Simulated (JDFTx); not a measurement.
An input for a modified build of JDFTx (Nb(100), linear PCM (GLSSA13), water, 1 M NaCl; bohr, hartree) and the course of its log:

```
lattice \
  6.2694120828 0.0000000000 0.0000000000 \
  0.0000000000 6.2694120828 0.0000000000 \
  0.0000000000 0.0000000000 42.7078104165
coords-type Lattice
ion Nb 0.0000000000 0.0000000000 -0.1467977880 0
ion Nb 0.5000000000 0.5000000000 -0.0733988940 0
ion Nb 0.0000000000 0.0000000000 0.0000000000 0
ion Nb 0.5000000000 0.5000000000 0.0733988940 0
ion Nb 0.0000000000 0.0000000000 0.1467977880 0
ion-species pseudo/nb_pbe_v1.upf
elec-cutoff 20 100
elec-ex-corr gga-PBE
coulomb-interaction Slab 001
coulomb-truncation-embed 0 0 0
kpoint-folding 6 6 1
elec-smearing Fermi 0.01
elec-n-bands 45
target-mu -0.097018
electronic-scf nIterations 100 energyDiffThreshold 1e-07
fluid LinearPCM
pcm-variant GLSSA13
fluid-solvent H2O
fluid-cation Na+ 1
fluid-anion Cl- 1
fluid-minimize nIterations 400 knormThreshold 1e-11
wavefunction read f0.wfns
elec-initial-eigenvals f0.eigenvals
elec-initial-fillings read f0.fillings
fluid-initial-state f0.fluidState
dump-name f0_u0.$VAR
dump End State Ecomponents EigStats BandEigs Forces ElecDensity IonicPositions Fillings Kpoints Dtot FluidDebug BoundCharge FluidDensity
```

```
[one cycle in 5 is shown, and the last three; fluid-solver lines are left out]
	FillingsUpdate:  mu: -0.097018000  nElectrons: 68.510094
SCF: Cycle:  0   G: -275.745644493957002   dG: +4.117e+00   |Residual|: 1.720e-01   |deigs|: 1.092e-08
	FillingsUpdate:  mu: -0.097018000  nElectrons: 65.900752
SCF: Cycle:  5   G: -279.637025461509040   dG: -1.133e-01   |Residual|: 3.483e-02   |deigs|: 9.680e-04
	FillingsUpdate:  mu: -0.097018000  nElectrons: 65.588935
SCF: Cycle: 10   G: -279.801731701753113   dG: +1.183e-02   |Residual|: 1.951e-02   |deigs|: 3.873e-04
	FillingsUpdate:  mu: -0.097018000  nElectrons: 65.647643
SCF: Cycle: 15   G: -279.801630564031996   dG: -1.455e-01   |Residual|: 2.125e-02   |deigs|: 1.715e-03
	FillingsUpdate:  mu: -0.097018000  nElectrons: 65.278599
SCF: Cycle: 20   G: -279.864707629724535   dG: -1.941e-03   |Residual|: 2.019e-03   |deigs|: 2.077e-04
	FillingsUpdate:  mu: -0.097018000  nElectrons: 65.239600
SCF: Cycle: 25   G: -279.865376223509543   dG: -3.675e-05   |Residual|: 1.552e-04   |deigs|: 7.665e-05
	FillingsUpdate:  mu: -0.097018000  nElectrons: 65.236237
SCF: Cycle: 30   G: -279.865381153289150   dG: +2.191e-08   |Residual|: 3.764e-05   |deigs|: 5.660e-06
	FillingsUpdate:  mu: -0.097018000  nElectrons: 65.234689
SCF: Cycle: 35   G: -279.865380188528491   dG: +9.919e-07   |Residual|: 6.742e-05   |deigs|: 1.167e-05
	FillingsUpdate:  mu: -0.097018000  nElectrons: 65.237616
SCF: Cycle: 40   G: -279.865380277366000   dG: +3.086e-08   |Residual|: 7.059e-05   |deigs|: 5.779e-06
	FillingsUpdate:  mu: -0.097018000  nElectrons: 65.237486
SCF: Cycle: 45   G: -279.865380412002139   dG: -1.551e-07   |Residual|: 6.259e-05   |deigs|: 1.122e-05
	FillingsUpdate:  mu: -0.097018000  nElectrons: 65.237486
SCF: Cycle: 50   G: -279.865380400875608   dG: +2.986e-08   |Residual|: 6.369e-05   |deigs|: 8.496e-06
	FillingsUpdate:  mu: -0.097018000  nElectrons: 65.238013
SCF: Cycle: 55   G: -279.865379671355413   dG: +8.547e-08   |Residual|: 8.813e-05   |deigs|: 3.967e-06
	FillingsUpdate:  mu: -0.097018000  nElectrons: 65.235601
SCF: Cycle: 60   G: -279.865380940627460   dG: +3.167e-08   |Residual|: 4.336e-05   |deigs|: 7.925e-06
	FillingsUpdate:  mu: -0.097018000  nElectrons: 65.236905
SCF: Cycle: 65   G: -279.865380955159821   dG: -2.362e-08   |Residual|: 3.805e-05   |deigs|: 5.772e-06
	FillingsUpdate:  mu: -0.097018000  nElectrons: 65.236213
SCF: Cycle: 70   G: -279.865381169674151   dG: -2.938e-07   |Residual|: 1.713e-05   |deigs|: 6.796e-06
	FillingsUpdate:  mu: -0.097018000  nElectrons: 65.235245
SCF: Cycle: 75   G: -279.865380929439539   dG: +2.293e-07   |Residual|: 5.240e-05   |deigs|: 5.306e-06
	FillingsUpdate:  mu: -0.097018000  nElectrons: 65.231903
SCF: Cycle: 80   G: -279.865373325457824   dG: +7.834e-06   |Residual|: 1.951e-04   |deigs|: 2.443e-05
	FillingsUpdate:  mu: -0.097018000  nElectrons: 65.238760
SCF: Cycle: 85   G: -279.865378064521167   dG: +3.046e-06   |Residual|: 1.271e-04   |deigs|: 1.646e-05
	FillingsUpdate:  mu: -0.097018000  nElectrons: 65.236454
SCF: Cycle: 90   G: -279.865381138496218   dG: -1.064e-06   |Residual|: 2.773e-05   |deigs|: 1.044e-05
	FillingsUpdate:  mu: -0.097018000  nElectrons: 65.237033
SCF: Cycle: 95   G: -279.865380854460057   dG: +1.950e-07   |Residual|: 4.842e-05   |deigs|: 6.671e-06
	FillingsUpdate:  mu: -0.097018000  nElectrons: 65.236705
SCF: Cycle: 97   G: -279.865381009576254   dG: -2.796e-07   |Residual|: 2.711e-05   |deigs|: 2.390e-06
	FillingsUpdate:  mu: -0.097018000  nElectrons: 65.236286
SCF: Cycle: 98   G: -279.865381140426564   dG: -1.309e-07   |Residual|: 1.591e-05   |deigs|: 2.105e-06
	FillingsUpdate:  mu: -0.097018000  nElectrons: 65.236417
SCF: Cycle: 99   G: -279.865381139189651   dG: +1.237e-09   |Residual|: 2.924e-05   |deigs|: 2.798e-06
SCF: None of the convergence criteria satisfied after 100 iterations.
IonicMinimize: Iter:   0  G: -279.865381139189651  |grad|_K:  0.000e+00
IonicMinimize: Converged (|grad|_K<1.000000e-04).
```

This run gave no converged result. The loop ran out of cycles short of its threshold. It has stalled and not diverged: the last ten energies span 4e-07 Ha, so the total is near its end, but levels, forces and the electron count aren't shown converged.
